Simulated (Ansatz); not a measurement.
Here is an unrelaxed guess for MgCd₃Se₄.

Space group I4/mmm (No. 139). a = 5.868 Å, b = 5.868 Å, c = 11.735 Å, α = 90.00°, β = 90.00°, γ = 90.00°
| atom | site | symmetry | x | y | z |
| --- | --- | --- | --- | --- | --- |
| Mg | 2a | 4/mmm | 0.0000 | 0.0000 | 0.0000 |
| Cd | 4d | -4m2 | 0.0000 | 0.5000 | 0.2500 |
| Cd | 2b | 4/mmm | 0.5000 | 0.5000 | 0.0000 |
| Se | 4c | mmm. | 0.0000 | 0.5000 | 0.0000 |
| Se | 4e | 4mm | 0.0000 | 0.0000 | 0.2500 |

Theory: DFT PBE, scalar-relativistic, plane waves, PAW (Ansatz). Cutoff 420 eV; k points 4×4×4 on the computed 8-atom cell (Γ-centred); Gaussian smearing, width 0.10 eV; no spin polarisation.

Energies over the elements count from the elements' standard structures at the same level, with no fitted energy shifts.

**Question.** How far from equilibrium is it?

**Answer.** The pressure is -4.5 GPa (the mean over three directions, positive in compression), the largest force is 0.18 eV/Å, and the energy is −0.63 eV/atom against the elements. The shortest distance is 2.93 Å.

**Question.** How much does it gain on relaxing, and where does it end?

**Answer.** Relaxing gains under 0.1 eV/atom (the start's value is from the coarse mesh, so the gain is rough) in 9 ionic steps and ends at −0.66 eV/atom on the finer mesh. The symmetry stays I4/mmm (No. 139). The volume per atom shrinks by 8.8 %, from 25.3 to 23.0 Å³. The shortest distance goes from 2.93 Å (Cd–Se and Mg–Se) to 2.78 Å (Mg–Se). Conventional cell: a = 5.684 Å, c = 11.406 Å. Around Mg lie 6 Se at 2.78–2.84 Å; Cd on a site of symmetry -4m2 has 6 Se at 2.84–2.85 Å; around Se on a site of symmetry mmm lie 2 Mg at 2.84 Å and 4 Cd at 2.84–2.85 Å; 2 more sites not described.

The last run used a 10×10×10 mesh for its 8-atom cell and Gaussian smearing of 0.10 eV. The reference form of Se is held partly by dispersion forces, which this level lacks. The relaxation can't lower the symmetry of the start. Symmetry constrained the relaxation, so the result can be a saddle point. Another cell of MgCd3Se4 relaxed alike, in P-4m2, lies 124 meV/atom lower, so this cell isn't the stable form at this level.
